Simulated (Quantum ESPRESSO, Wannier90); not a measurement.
Wannierisation of Li2Se (anti-fluorite)

```
CELL_PARAMETERS angstrom
      0.00000     2.97605     2.97605
      2.97605     0.00000     2.97605
      2.97605     2.97605     0.00000
ATOMIC_POSITIONS crystal
  Li 0.75000 0.75000 0.75000
  Li 0.25000 0.25000 0.25000
  Se 0.00000 0.00000 0.00000
```

Materials Project entry mp-2286; symmetrised, unrelaxed at this level. COD (Crystallography Open Database) has an entry of this formula and space group (matched by these alone). Method: PBE plane waves in Quantum ESPRESSO 7.5 (PseudoDojo norm-conserving files, 69 Ry, no spin polarisation, no spin-orbit coupling), Bloch states on a 10×10×10 mesh through Γ, Wannier90 4.0.1. Density: 10×10×10 mesh, cold smearing 0.01 Ry. Spin-orbit coupling, left out, would split the p-like bands by a few tenths of an eV.

Valence charges of the files: Li 3, Se 16. 28 bands were computed.

Isolated groups of bands, relative to the valence-band maximum (bands from 12 on overlap up to the last one computed):

```json
[
 {"bands": "1–5", "from (eV)": "-45.70", "to (eV)": "-45.69", "filling": "filled", "weight on atomic waves": "Se 3d 100 %"},
 {"bands": "6–7", "from (eV)": "-44.64", "to (eV)": "-44.61", "filling": "filled", "weight on atomic waves": "Li 1s 99 %"},
 {"bands": "8", "from (eV)": "-11.46", "to (eV)": "-10.96", "filling": "filled", "weight on atomic waves": "Se 4s 85 %, Li 2s 14 %"},
 {"bands": "9–11", "from (eV)": "-2.99", "to (eV)": "0.00", "filling": "filled", "weight on atomic waves": "Se 4p 89 %, Li 2s 7 %"}
]
```

Wanted is a model with the orbitals Li s p, Se s p, without the filled groups that are mainly made of other shells (semicore states, and anion s where it isn't named); all higher bands stay in for disentanglement.

Problem. Give num_wann, exclude_bands and num_bands, and the number of electrons that the model holds.

Solution. Electrons: 2×3 + 1×16 = 22, which fill 11 bands.
num_wann = 2×4 + 1×4 = 12.
exclude_bands = 1-7, 7 bands, so num_bands = 28 − 7 = 21.
The model holds 22 − 2×7 = 8 electrons. With the window frozen to 4.46 eV it follows pw.x to 5.5 meV rms (states up to 4.0 eV relative to the valence-band maximum).
